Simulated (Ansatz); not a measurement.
Several faces are cut from this relaxed crystal of Tl:

```
Tl
1.0
     3.61243    0.00000    0.00000
    -1.80621    3.12846    0.00000
     0.00000    0.00000    5.56527
Tl
2
Direct
  0.33333 0.66667 0.75000
  0.66667 0.33333 0.25000
```

Miller indices refer to the conventional cell, a = 3.612 Å, b = 3.612 Å, c = 5.565 Å, α = 90.00°, β = 90.00°, γ = 120.00°.

Theory: Ansatz 0.2.0, DFT PBE, scalar-relativistic, plane waves, PAW. Cutoff 420 eV, Γ-centred meshes, Gaussian smearing of 0.10 eV, no spin polarisation.

All atoms of each slab relax at the bulk's in-plane cell, with a dipole correction; γ is the mean of a slab's two faces. Bonds are neighbours within 10 % of the shortest distances in the bulk.

(1) How do these faces compare: (001); (100)?

(2) Which shape does a crystal take in vacuum at zero temperature, if only these faces and their equivalents are allowed (Wulff construction)?

Faces whose slabs rebuild by over 0.8 Å, distort in their middle or lose their symmetry through the k mesh, and polar cuts of insulators, are left out. Of the terminations computed for a plane the cheapest is shown.

The slabs are thin, so differences under about 0.05 J/m² or 0.1 eV aren't settled, and faces are 1×1 cells, without the reconstructions that some real ones have. Spin-orbit coupling is left out, which matters for the bands of heavy elements.

Answers

(1) 
| face | planes | thickness (Å) | area (Å²) | cut bonds per Å² | γ as cut (J/m²) | γ relaxed (J/m²) |
| --- | --- | --- | --- | --- | --- | --- |
| (001) | 4 | 8.3 | 11.30 | 0.265 | 0.28 | 0.27 |
| (100) | 8 | 10.4 | 20.10 | 0.298 | 0.26 | 0.25 |

(2) Shares of the surface area: (001) 32 %, (100) 68 %. Faces that weren't computed or are left out here could take a part.
